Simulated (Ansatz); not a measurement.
An Ansatz (a program for electronic structure) run. Input:

Ansatz 0.2 input:
```yaml
crystal:
  lattice:
    - [4.1314575683, 0.0, 0.0]
    - [0.0, 4.1314575683, 0.0]
    - [0.0, 0.0, 4.0318000519]
  atoms:
    - { symbol: La, position: [0.5, 0.5, 0.5] }
    - { symbol: Sc, position: [0.0, 0.0, 0.0] }
    - { symbol: O, position: [0.5, 0.0, 0.0] }
    - { symbol: O, position: [0.0, 0.5, 0.0] }
    - { symbol: F, position: [0.0, 0.0, 0.5] }
kpoints:
  mp_grid: { grid: [10, 10, 10] }
hamiltonian:
  xc: r2scan
  pseudopotentials: { azcp: { folder: ./paw }, kind: paw }
scf:
  occupations: { method: gaussian, width: 0.05 }
checkpoint: { read: metal.run }
output: { write_density: true, elf: true, volumetric_format: npy }
basis: { fft_grid_basis: typed }
```

Output (shortened):

```
Pseudopotential: La, paw, valence charge 11
Pseudopotential: Sc, paw, valence charge 11
Pseudopotential: O, paw, valence charge 6
Pseudopotential: F, paw, valence charge 7
Functional definition: r2SCAN
Crystal: 5 atoms, lattice volume = 68.819 Å³
Basis set: ecut = 500 eV, 1759 PW (Γ), exchange–correlation on 128×128×120 points (64 copies of the dense FFT grid, shifted against one another)
Bands: 31, of which v1, the nominal top of the filled ones, is band 21 counted from 1 (20 counted from 0)
Symmetry: 16 space group operations
Space group: P4/mmm (ITA 123), of the structure as read, at distance tolerance 4.1e-5 Å
k-points: 126 of 1000
Stability of the state it starts from, as read at its close in the unpolarized treatment …
iter 1 solved again at ethr=2.73e-8 eV; its pass at ethr=3.10e-3 eV (dr2=1.12e-5 eV) is discarded
SCF iter   1: F=—  HF=-10361.234609 eV  |F-HF|=—  |Δ(HF+E_count)|=         —  Δρ=3.30e-7  dr2=5.56e-11  dr2_τ=1.00e-11  ethr=2.73e-8  ⟨swp⟩=3.5  Hψ=25730  notcnv=0
preconditioner: auto → Kerker (q_TF=auto, 2.503 Å⁻¹)
SCF iter   2: F=-10361.234609 eV  HF=-10361.234609 eV  |F-HF|=1.27e-11  |Δ(HF+E_count)|=   1.14e-8  Δρ=2.62e-7  dr2=2.90e-11  dr2_τ=1.41e-11  ethr=1.00e-12  ⟨swp⟩=6.2  Hψ=14000  notcnv=0
SCF 1 converged in 2 iterations: F = -10361.234609 eV  dr2 = 2.90e-11
SCF converged after 2 iterations
Free energy (F): -10361.234609 eV
Harris-Foulkes:  -10361.234609 eV  (|F-HF|=1.27e-11)
Internal energy: -10361.229845 eV  (E = F + TS)
E sigma→0 (E₀):  -10361.232227 eV
Entropy (-TS):   -0.004764 eV (-0.953 meV/atom)
Fermi energy:    14.202381 eV
--- Per-component energies (eV) ---
  E_band       = -175.934863
  E_kinetic    = 934.410758
  E_local      = -2261.745868  (includes V_loc(G=0)·N_el)
  E_nonlocal   = 419.437689
  E_hartree    = 853.293675
  E_xc         = -437.744099
  E_vxc        = -591.968689  (∫ρ·V_xc dr)
  E_paw        = -6976.120998  (= ΣΔE_a)
  E_vpaw       = -419.400354  (= ΣTr[D̂ρ^β])
  E_aug_tail   = 0.000834  (compensation charges beyond the density's cutoff)
  E_vtau       = 36.743566  (kinetic-family band-sum trace: ∫τ·v_τ [+ j·A + Jᵃ·Aᵃ] dr)
  E_ewald      = -2892.496294
  E_core_change = -0.265542  (= ΣΔE_core)
  E_smearing   = -0.004764  (= −TS)
  E_closure    = 0.000000  (closes the sum)
  Σ components = -10361.234609   (vs F -10361.234609, Δ=0.00e0)
  [band-id]    e_kinetic+e_local+e_nonlocal+2·e_hartree+e_vxc+e_vpaw+e_augmentation_tail+e_vtau = -175.934715   (vs E_band -175.934863, Δ=1.48e-4)
--- Band table (eV; the first three rows and the last of 126) ---
  k-point 0: bands = ["-38.7685", "-21.6899", "-16.8043", "-16.4663", "-16.4663", "-15.6986", "-7.4533", "-7.0490", "-4.9852", "-4.9852", "-4.7462", "4.2454", "4.2454", "4.3342", "8.1530", "8.1530", "8.5985", "8.6255", "9.5174", "9.5174", "13.0856", …
  k-point 1: bands = ["-38.7678", "-21.6872", "-17.0321", "-16.4656", "-16.4656", "-15.4284", "-7.5134", "-7.0455", "-4.9799", "-4.9799", "-4.6914", "4.1869", "4.2273", "4.2273", "8.0764", "8.0764", "8.4633", "8.5075", "9.5048", "9.5048", "13.2308", …
  k-point 2: bands = ["-38.7660", "-21.6800", "-17.4153", "-16.4637", "-16.4637", "-14.9318", "-7.6609", "-7.0364", "-4.9660", "-4.9660", "-4.5575", "3.8099", "4.1803", "4.1803", "7.8861", "7.8861", "8.1459", "8.2310", "9.4762", "9.4762", "13.6208", …
  k-point 125: bands = ["-38.7569", "-21.5980", "-18.0351", "-16.6300", "-16.6300", "-14.0179", "-6.5779", "-6.5779", "-5.2949", "-5.2949", "-5.1102", "2.8415", "3.9977", "3.9977", "6.5711", "7.1062", "7.2450", "8.5109", "8.5109", "9.7536", "14.1391", …
```

Cost: around 24 core-seconds (rough) on shared cores.

The start of the workflow was typed in or built on a structure type; neither database checked (COD, Materials Project) lists it. Whether it is the stable phase at ambient conditions was not checked. The cell was relaxed with r²SCAN under the symmetry of its start; whether a distortion lowers the energy is not shown. No spin polarisation was allowed. The volume moved by -20 % from the start of the relaxation. With an odd number of electrons in the cell and no spin polarisation, the count alone makes it a metal. Scalar-relativistic: spin–orbit coupling is off unless named, which matters more the heavier the elements.

Potentials: the earlier of the program's two PAW sets.

Ansatz is a plane-wave DFT program.
